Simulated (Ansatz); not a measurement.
SiBCN in space group R3m (No. 160; B on 3a, N on 3a, Si on 3a, C on 3a), the program Ansatz at the PBE level (PAW), all energies at zero smearing, with the estimated change up to a 700 eV cutoff added, with one set of potentials and settings (totals compare only within such a set). Cell of 4 atoms (1 B, 1 N, 1 Si, 1 C): -1428.049 eV.

```
element                reference phase  E (eV/atom)
-------  -----------------------------  -----------
B           R-3m, 12 atoms in the cell    -155.9170
N            Pa-3, 8 atoms in the cell    -384.0342
Si          Fd-3m, 2 atoms in the cell    -635.8114
C        P6_3/mmc, 4 atoms in the cell    -250.9463
```

Formation energy per atom, worked out: (-1428.049 − 1×(-155.9170) − 1×(-384.0342) − 1×(-635.8114) − 1×(-250.9463))/4 = -0.335 eV/atom (-32 kJ per mol of atoms), at 0 K, without zero-point energy or fitted corrections.

The start of the workflow was typed in or built on a structure type; neither database checked (COD, Materials Project) lists it. Its standing as an ambient phase is unchecked. The PBE relaxation kept the symmetry of its start; its stability against distortions is not shown here. The volume moved by -18 % from the start of the relaxation. The references are the lowest solids computed at this level, not always the standard phases (solids in place of the gases).

Potentials: the earlier of the program's two PAW sets.
